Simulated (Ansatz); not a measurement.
The elements of this relaxed trial crystal are hidden behind letters.

```
lattice vectors (Å)
   3.2168    0.0000    0.0000
  -1.6084    2.7859    0.0000
   0.0000    0.0000   15.7475
fractional positions
X 0.0000 0.0000 0.1875
X 0.0000 0.0000 0.6875
X 0.3333 0.6667 0.5207
X 0.6667 0.3333 0.0207
X 0.3333 0.6667 0.8540
X 0.6667 0.3333 0.3540
Z 0.0000 0.0000 0.3126
Z 0.0000 0.0000 0.8126
Z 0.3333 0.6667 0.9792
Z 0.6667 0.3333 0.4792
Z 0.3333 0.6667 0.6459
Z 0.6667 0.3333 0.1459
```

All numbers below come from DFT PBE, scalar-relativistic, plane waves, PAW in Ansatz 0.2.0. Plane waves to 420 eV, a 12×12×2 mesh through Γ for the 12-atom cell and 0.02 eV Gaussian smearing; no spin polarisation.

| Item | Value |
| --- | --- |
| Space group | P6_3mc (No. 186) |
| Conventional cell | a = 3.217 Å, c = 15.748 Å |
| Volume per atom | 11.76 Å³ |
| Density | 5.91 g/cm³ |
| Energy over the elements | −0.439 eV/atom |
| Gap on the 12×12×2 mesh of the 12-atom cell | 1.59 eV |

Energies are uncorrected and count from the elements' standard states at the same level.

**Question.** X is a p-block element of period 4 and Z is a p-block element of period 2. Which elements are they?

**Answer.** X = Ga, Z = N, so the formula is GaN. Density times volume gives a mean mass of 5.91 × 11.76/1.6605 = 41.9 u per atom, and this set has 41.9 u. Around Ga on its first site lie 4 N at 1.97 Å; Ga on its second site is surrounded by 4 N at 1.97 Å; N on its first site has 4 Ga at 1.97 Å; 3 more sites not described. Other sets within the hints have nearly the same mass, so mass alone doesn't settle it; this one was computed.

Kohn–Sham gaps at this level usually fall short of measured ones. Symmetry constrained the relaxation, so the result can be a saddle point.
